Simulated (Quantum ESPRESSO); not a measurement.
## Hf3NbNO7 (one run as intended and one with a planted mistake)

Simulated, not a measurement. The program is pw.x of Quantum ESPRESSO 7.5 (plane-wave density functional theory). The cell is made up: 12 atoms on a rutile lattice, with randomly drawn elements, strain and displacements, not relaxed. PseudoDojo standard norm-conserving files (v0.5 for PBE, v0.4.1 for LDA and PBEsol) set the functional; there is no spin polarisation, spin-orbit coupling or dispersion term, and the masses in the input are unused placeholders.

The hafnium pseudopotential is less sure than the others, with forces about 3 percent (worst 6) and pressure in oxides about 1.5 GPa (worst 2.7) from a second method in checks, which no rerun with the same files tests.

Intended input:

```
&control calculation='scf', pseudo_dir='./dojo.nc.sr.pbe.v0_5.standard.upf', outdir='./o', disk_io='low', tprnfor=.true., tstress=.true. /
&system ibrav=0, nat=12, ntyp=4, nbnd=54, ecutwfc=84.00895049, nosym=.true., tot_charge=0,
 occupations='smearing', smearing='fd', degauss=0.0018374661
/
&electrons conv_thr=7.350e-09, electron_maxstep=60, /
ATOMIC_SPECIES
Hf 1.0 Hf.upf
N 1.0 N.upf
Nb 1.0 Nb.upf
O 1.0 O.upf
CELL_PARAMETERS angstrom
4.8019 -0.0559 -0.0504
-0.0559 4.8056 0.0066
-0.0666 0.0087 6.1907
ATOMIC_POSITIONS angstrom
Hf -0.0795 -0.1162 0.0133
Hf 2.4242 2.3067 1.7227
Hf -0.0858 -0.0099 3.1012
Nb 2.2797 2.2905 4.6247
N 1.4044 1.4035 0.026
O 3.2303 3.3813 -0.1439
O 3.8684 0.7943 1.5401
O 0.9354 3.9788 1.568
O 1.495 1.3718 3.151
O 3.1799 3.4255 3.1032
O 3.7126 0.9022 4.6609
O 0.8326 3.7865 4.6763
K_POINTS automatic
5 5 4 1 1 1
```

The log is shortened where brackets say so; the opening notice, blank lines, dates and the lines on written files are dropped, and the path of the files is cut. It prints rydbergs, bohrs and kilobars, and counts compression as positive stress. Where no state is partly filled, the Fermi energy that it prints is only some level between the filled and the empty states on the mesh, and need not lie in the true gap.

Log of the intended run:

```
     Program PWSCF v.7.5
     Parallel version (MPI & OpenMP), running on       4 processor cores
     Number of MPI processes:                 4
     Threads/MPI process:                     1
     [start-up lines left out]
     bravais-lattice index     =            0
     lattice parameter (alat)  =       9.0754  a.u.
     unit-cell volume          =     963.8036 (a.u.)^3
     number of atoms/cell      =           12
     number of atomic types    =            4
     number of electrons       =        96.00
     number of Kohn-Sham states=           54
     kinetic-energy cutoff     =      84.0090  Ry
     charge density cutoff     =     336.0358  Ry
     scf convergence threshold =      7.3E-09
     mixing beta               =       0.7000
     number of iterations used =            8  plain     mixing
     Exchange-correlation= PBE
                           (   1   4   3   4   0   0   0)
     [axes and pseudopotential details left out]
   Cartesian axes
     site n.     atom                  positions (alat units)
         1        Hf     tau(   1) = (  -0.0165539  -0.0241958   0.0027694  )
         2        Hf     tau(   2) = (   0.5047798   0.4803134   0.3587098  )
         3        Hf     tau(   3) = (  -0.0178657  -0.0020614   0.6457484  )
         4        Nb     tau(   4) = (   0.4746913   0.4769401   0.9629797  )
         5        N      tau(   5) = (   0.2924316   0.2922442   0.0054139  )
         6        O      tau(   6) = (   0.6726303   0.7040723  -0.0299636  )
         7        O      tau(   7) = (   0.8054988   0.1653934   0.3206878  )
         8        O      tau(   8) = (   0.1947740   0.8284869   0.3264973  )
         9        O      tau(   9) = (   0.3112969   0.2856435   0.6561180  )
        10        O      tau(  10) = (   0.6621357   0.7132758   0.6461648  )
        11        O      tau(  11) = (   0.7730573   0.1878609   0.9705174  )
        12        O      tau(  12) = (   0.1733684   0.7884452   0.9737241  )
     number of k points=    50  Fermi-Dirac smearing, width (Ry)=  0.0018
                       cart. coord. in units 2pi/alat
        k(    1) = (   0.1022158   0.1009898   0.0979276), wk =   0.0400000
        k(    2) = (   0.1042487   0.1007470   0.2918895), wk =   0.0400000
     [further k points left out]
     Dense  grid:   100309 G-vectors     FFT dimensions: (  54,  54,  72)
     Estimated max dynamical RAM per process >     306.74 MB
     Estimated total dynamical RAM >       1.13 GB
     Initial potential from superposition of free atoms
     starting charge      95.9921, renormalised to      96.0000
     Starting wfcs are   72 randomized atomic wfcs
     total cpu time spent up to now is        4.1 secs
     per-process dynamical memory:   233.7 Mb
     Self-consistent Calculation
     iteration #  1     ecut=    84.01 Ry     beta= 0.70
     Davidson diagonalization with overlap
     ethr =  1.00E-02,  avg # of iterations =  2.0
     total cpu time spent up to now is       10.3 secs
     total energy              =    -713.71794844 Ry
     estimated scf accuracy    <       5.72407418 Ry
     iteration #  2     ecut=    84.01 Ry     beta= 0.70
     Davidson diagonalization with overlap
     ethr =  5.96E-03,  avg # of iterations =  5.9
     total cpu time spent up to now is       19.8 secs
     total energy              =    -711.46215995 Ry
     estimated scf accuracy    <      28.13343706 Ry
     [iterations 3 to 15 left out]
     iteration # 16     ecut=    84.01 Ry     beta= 0.70
     Davidson diagonalization with overlap
     ethr =  5.31E-11,  avg # of iterations =  5.2
     total cpu time spent up to now is      124.8 secs
     total energy              =    -716.65567428 Ry
     estimated scf accuracy    <       0.00000003 Ry
     iteration # 17     ecut=    84.01 Ry     beta= 0.70
     Davidson diagonalization with overlap
     ethr =  2.77E-11,  avg # of iterations =  2.0
     total cpu time spent up to now is      131.1 secs
     End of self-consistent calculation
     [lines on levels left out]
     the Fermi energy is    11.9038 ev
!    total energy              =    -716.65567428 Ry
     estimated scf accuracy    <          5.0E-09 Ry
     smearing contrib. (-TS)   =      -0.00000000 Ry
     internal energy E=F+TS    =    -716.65567428 Ry
     The total energy is F=E-TS. E is the sum of the following terms:
     one-electron contribution =    -168.53875394 Ry
     hartree contribution      =     136.71671806 Ry
     xc contribution           =    -177.15776244 Ry
     ewald contribution        =    -507.67587596 Ry
     convergence has been achieved in  17 iterations
     Forces acting on atoms (cartesian axes, Ry/au):
     atom    1 type  1   force =     0.10994752    0.05238082   -0.01008324
     atom    2 type  1   force =    -0.05033026   -0.01113103   -0.27498809
     atom    3 type  1   force =     0.06656031   -0.02450209    0.05021770
     atom    4 type  3   force =    -0.07560881   -0.03071032    0.31344196
     atom    5 type  2   force =     0.07281236    0.08645332   -0.08133461
     atom    6 type  4   force =    -0.05276295   -0.08136097    0.02759274
     atom    7 type  4   force =    -0.06938483    0.09033373    0.00208637
     atom    8 type  4   force =     0.01458037   -0.07552442    0.05180511
     atom    9 type  4   force =    -0.04169200   -0.01230154   -0.01781152
     atom   10 type  4   force =     0.01082547   -0.01080277    0.04295732
     atom   11 type  4   force =     0.01312988    0.02822484   -0.05683051
     atom   12 type  4   force =     0.00192293   -0.01105957   -0.04705323
     Total force =     0.517327     Total SCF correction =     0.000156
     Computing stress (Cartesian axis) and pressure
          total   stress  (Ry/bohr**3)                   (kbar)     P=      178.48
   0.00104155   0.00063401   0.00042594          153.22       93.27       62.66
   0.00063401   0.00099768   0.00011683           93.27      146.76       17.19
   0.00042594   0.00011683   0.00160067           62.66       17.19      235.47
     init_run     :      3.90s CPU      4.05s WALL (       1 calls)
     electrons    :    126.70s CPU    126.97s WALL (       1 calls)
     forces       :      1.53s CPU      1.54s WALL (       1 calls)
     stress       :      5.25s CPU      5.37s WALL (       1 calls)
     [timing details left out]
     PWSCF        :   2m17.49s CPU   2m18.06s WALL
     JOB DONE.
```

A second run has one planted mistake: the files are those of another functional. The input lines that differ, file-writing options aside:

```
- &control calculation='scf', pseudo_dir='./dojo.nc.sr.pbe.v0_5.standard.upf', outdir='./o', disk_io='low', tprnfor=.true., tstress=.true. /
+ &control calculation='scf', pseudo_dir='./dojo.nc.sr.lda.v0_4_1.standard.upf', outdir='./o', disk_io='low', tprnfor=.true., tstress=.true. /
```

Its log:

```
     Program PWSCF v.7.5
     Parallel version (MPI & OpenMP), running on       4 processor cores
     Number of MPI processes:                 4
     Threads/MPI process:                     1
     [start-up lines left out]
     bravais-lattice index     =            0
     lattice parameter (alat)  =       9.0754  a.u.
     unit-cell volume          =     963.8036 (a.u.)^3
     number of atoms/cell      =           12
     number of atomic types    =            4
     number of electrons       =        96.00
     number of Kohn-Sham states=           54
     kinetic-energy cutoff     =      84.0090  Ry
     charge density cutoff     =     336.0358  Ry
     scf convergence threshold =      7.3E-09
     mixing beta               =       0.7000
     number of iterations used =            8  plain     mixing
     Exchange-correlation= SLA  PW   NOGX NOGC
                           (   1   4   0   0   0   0   0)
     [axes and pseudopotential details left out]
   Cartesian axes
     site n.     atom                  positions (alat units)
         1        Hf     tau(   1) = (  -0.0165539  -0.0241958   0.0027694  )
         2        Hf     tau(   2) = (   0.5047798   0.4803134   0.3587098  )
         3        Hf     tau(   3) = (  -0.0178657  -0.0020614   0.6457484  )
         4        Nb     tau(   4) = (   0.4746913   0.4769401   0.9629797  )
         5        N      tau(   5) = (   0.2924316   0.2922442   0.0054139  )
         6        O      tau(   6) = (   0.6726303   0.7040723  -0.0299636  )
         7        O      tau(   7) = (   0.8054988   0.1653934   0.3206878  )
         8        O      tau(   8) = (   0.1947740   0.8284869   0.3264973  )
         9        O      tau(   9) = (   0.3112969   0.2856435   0.6561180  )
        10        O      tau(  10) = (   0.6621357   0.7132758   0.6461648  )
        11        O      tau(  11) = (   0.7730573   0.1878609   0.9705174  )
        12        O      tau(  12) = (   0.1733684   0.7884452   0.9737241  )
     number of k points=    50  Fermi-Dirac smearing, width (Ry)=  0.0018
                       cart. coord. in units 2pi/alat
        k(    1) = (   0.1022158   0.1009898   0.0979276), wk =   0.0400000
        k(    2) = (   0.1042487   0.1007470   0.2918895), wk =   0.0400000
     [further k points left out]
     Dense  grid:   100309 G-vectors     FFT dimensions: (  54,  54,  72)
     Estimated max dynamical RAM per process >     306.74 MB
     Estimated total dynamical RAM >       1.13 GB
     Initial potential from superposition of free atoms
     starting charge      95.9937, renormalised to      96.0000
     Starting wfcs are   72 randomized atomic wfcs
     total cpu time spent up to now is        4.2 secs
     per-process dynamical memory:   240.9 Mb
     Self-consistent Calculation
     iteration #  1     ecut=    84.01 Ry     beta= 0.70
     Davidson diagonalization with overlap
     ethr =  1.00E-02,  avg # of iterations =  2.0
     total cpu time spent up to now is       10.6 secs
     total energy              =    -713.81691280 Ry
     estimated scf accuracy    <       5.52217377 Ry
     iteration #  2     ecut=    84.01 Ry     beta= 0.70
     Davidson diagonalization with overlap
     ethr =  5.75E-03,  avg # of iterations =  5.9
     total cpu time spent up to now is       20.5 secs
     total energy              =    -711.70840937 Ry
     estimated scf accuracy    <      27.61652134 Ry
     [iterations 3 to 14 left out]
     iteration # 15     ecut=    84.01 Ry     beta= 0.70
     Davidson diagonalization with overlap
     ethr =  3.77E-10,  avg # of iterations =  3.3
     total cpu time spent up to now is      119.7 secs
     total energy              =    -716.71839492 Ry
     estimated scf accuracy    <       0.00000003 Ry
     iteration # 16     ecut=    84.01 Ry     beta= 0.70
     Davidson diagonalization with overlap
     ethr =  3.00E-11,  avg # of iterations =  5.0
     total cpu time spent up to now is      128.6 secs
     End of self-consistent calculation
     [lines on levels left out]
     the Fermi energy is    11.9091 ev
!    total energy              =    -716.71839493 Ry
     estimated scf accuracy    <          6.9E-09 Ry
     smearing contrib. (-TS)   =      -0.00000000 Ry
     internal energy E=F+TS    =    -716.71839493 Ry
     The total energy is F=E-TS. E is the sum of the following terms:
     one-electron contribution =    -169.66156769 Ry
     hartree contribution      =     135.82377910 Ry
     xc contribution           =    -175.20473038 Ry
     ewald contribution        =    -507.67587596 Ry
     convergence has been achieved in  16 iterations
     Forces acting on atoms (cartesian axes, Ry/au):
     atom    1 type  1   force =     0.10374217    0.04959500   -0.00730665
     atom    2 type  1   force =    -0.04980332   -0.01229432   -0.25713186
     atom    3 type  1   force =     0.06209137   -0.02554128    0.04249805
     atom    4 type  3   force =    -0.07203005   -0.02855242    0.30409948
     atom    5 type  2   force =     0.07259827    0.08419839   -0.07721134
     atom    6 type  4   force =    -0.04493554   -0.07623565    0.02733998
     atom    7 type  4   force =    -0.06181650    0.08026543    0.00626172
     atom    8 type  4   force =     0.00239576   -0.06694334    0.05070436
     atom    9 type  4   force =    -0.03623840   -0.00620105   -0.02392641
     atom   10 type  4   force =     0.01151007   -0.01482674    0.03440229
     atom   11 type  4   force =     0.01985004    0.01811215   -0.05477518
     atom   12 type  4   force =    -0.00736387   -0.00157616   -0.04495442
     Total force =     0.490244     Total SCF correction =     0.000229
     Computing stress (Cartesian axis) and pressure
          total   stress  (Ry/bohr**3)                   (kbar)     P=       32.36
   0.00010996   0.00061780   0.00040881           16.18       90.88       60.14
   0.00061780   0.00007277   0.00010377           90.88       10.70       15.26
   0.00040881   0.00010377   0.00047720           60.14       15.26       70.20
     init_run     :      3.97s CPU      4.09s WALL (       1 calls)
     electrons    :    124.14s CPU    124.47s WALL (       1 calls)
     forces       :      1.58s CPU      1.59s WALL (       1 calls)
     stress       :      5.46s CPU      5.57s WALL (       1 calls)
     [timing details left out]
     PWSCF        :   2m15.25s CPU   2m15.87s WALL
     JOB DONE.
```

```
                                            intended run  run with the mistake
                          free energy (eV)     -9750.597             -9751.451
                    smearing term -TS (eV)        0.0000                0.0000
                            pressure (GPa)         17.85                  3.24
            largest force component (eV/Å)         8.059                 7.819
largest change of a force component (eV/Å)                               0.459
                                iterations            17                    16
```

For scale, a rerun of the intended cell at 1467 eV and a 7 x 7 x 6 mesh moved values by no more than 0.005 eV in energy, 0.04 GPa in stress and 0.002 eV/Å in force. Files of another functional have another zero of energy, so the energy change says nothing on stability.